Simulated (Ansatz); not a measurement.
Q: Name crystals whose computed values (r²SCAN in the plane-wave PAW code Ansatz) fall in these windows: Θ_D (K) 420 to 590; B₀ by P(V) fit (GPa) 190 to 260.

A: 

| crystal | Θ_D (K) | B₀ by P(V) fit (GPa) |
|---|---|---|
| SiMo2C, P6_3/mmc (Si on 2d, Mo on 4f, C on 2a) | 504 | 231 |
| Ni, hcp (Mg type) | 466 | 216 |
| GeMo2C, P6_3/mmc (Ge on 2d, Mo on 4f, C on 2a) | 438 | 223 |
| CdSiN2, R-3m (Cd on 3a, Si on 3b, N on 6c) | 582 | 223 |
| Si2W, P6_222 (Si on 6j, W on 3d) | 566 | 237 |
Others may fit too.

Spin orders computed, not proven ground states: Ni, hcp (Mg type) ferromagnetic. Typed or built starts, not in the databases checked: SiMo2C, P6_3/mmc (Si on 2d, Mo on 4f, C on 2a); GeMo2C, P6_3/mmc (Ge on 2d, Mo on 4f, C on 2a); CdSiN2, R-3m (Cd on 3a, Si on 3b, N on 6c). Not the usual ambient phase: Ni, hcp (Mg type); Si2W, P6_222 (Si on 6j, W on 3d). All cells were relaxed under the symmetry of their starts (and spin orders); stability against distortions was not tested throughout. Rows with no word on spin ran without spin polarisation. Spin–orbit coupling is left out wherever it is not named.

Potentials: the earlier of the program's two PAW sets.
